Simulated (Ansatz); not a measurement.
## HfBr$_{6}$N$_{2}$: reading a single point

```xyz
9
Lattice="0.0000 4.9378 4.9378 4.9378 0.0000 4.9378 4.9378 4.9378 0.0000" Properties=species:S:1:pos:R:3 pbc="T T T"
Br    2.4067    4.9378    4.9378
Br    4.9378    2.4067    4.9378
Br    7.4689    4.9378    4.9378
Br    4.9378    7.4689    4.9378
Br    4.9378    4.9378    2.4067
Br    4.9378    4.9378    7.4689
Hf    0.0000    0.0000    0.0000
N     2.4689    2.4689    2.4689
N     7.4067    7.4067    7.4067
```

Single point in Ansatz 0.2.0 with PBE, no spin polarisation. Cutoff 420 eV, PAW datasets, 6×6×6 Γ-centred k mesh, fermi-dirac filling (width 0.1 eV).

Task: What do density and ELF say about some of the short contacts?

Result: Br–Hf at 2.41 Å: least valence density 0.64 e/Å³ and ELF 0.40 there. N–Br at 3.49 Å: least valence density 0.04 e/Å³ and ELF 0.04 there. These are pseudo-fields; inside the PAW spheres they differ from the all-electron ones.

Task: Which element gives electrons and which takes them?

Result: Bader charges in e: Hf +2.07, Br -0.31, N -0.10. In the mean Hf gives up most and Br takes most.

Task: Where is the largest force?

Result: The largest is on Br1 (and as large on other atoms): 2.85 eV/Å, components (2.85, 0.00, 0.00). It makes 180° with the line to a nearest neighbour, Hf7 at 2.41 Å, pointing away from it.

Task: Metal or insulator?

Result: It is a metal, with about 21 states/eV a cell as the mean within 0.25 eV of the Fermi level, mostly N p (71 %) and Br p (28 %).

Task: What does the stress say?

Result: The pressure is 8.6 GPa (compression positive), so with the atoms held at these fractions the cell would first expand; the forces are large, so a full relaxation may end otherwise.

Task: What is the formation energy?

Result: 1.18 eV an atom against the elements' usual phases (free molecules for gases, crystals otherwise, with no correction for O₂ or N₂), so at this geometry it isn't bound against them. Relaxing would lower it.

Origin: a known structure type with other elements, at an estimated volume, so it need not be a known compound. Caveats: many states at the Fermi level without spin polarisation, so a magnetic state may lie lower; atoms or cell far from equilibrium.
